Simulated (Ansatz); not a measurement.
Time and memory for Ba₂BiSb₂

```yaml
crystal:
  lattice:
    - [-2.4013, 3.8439, 4.95]
    - [2.4013, -3.8439, 4.95]
    - [2.4013, 3.8439, -4.95]
  atoms:
    - { symbol: Ba, position: [0.72021, 0.22021, 0.5] }
    - { symbol: Ba, position: [0.27979, 0.77979, 0.5] }
    - { symbol: Sb, position: [0.7016, 0.5, 0.2016] }
    - { symbol: Sb, position: [0.2984, 0.5, 0.7984] }
    - { symbol: Bi, position: [0.0, 0.0, 0.0] }
kpoints:
  mp_grid: { grid: [8, 8, 8] }
scf:
  occupations: { method: fermi_dirac, width: 0.05 }
hamiltonian:
  xc: pbe
  pseudopotentials: { kind: paw }
output:
  forces: true
  stress: true
  populations: true
  efg:
    quadrupole_moments_barn: { Ba: 0.236, Sb: -0.543, Bi: -0.516 }
    contact_densities: true
```

```sh
ansatz run input.yaml --threads 1 --pin off --max-ram 3072MiB --backend cpu --events-out ev --progress --plain --runs-dir out
```

It runs on 1 thread of Arm Neoverse V2 (aarch64; 8 cores open to the job, memory cap 3.0 GiB, no GPU), a shared host with a load of 0.5 a core.

(1) How much time and memory should be set aside?

Results:

(1) About 48 s of wall time (48 s of CPU time) and 0.82 GiB. The run holds 65 valence electrons in 39 bands, about 3545 plane waves a k-point and 95 irreducible k-points, and took 8 SCF iterations. Times on a shared host vary by tens of per cent.
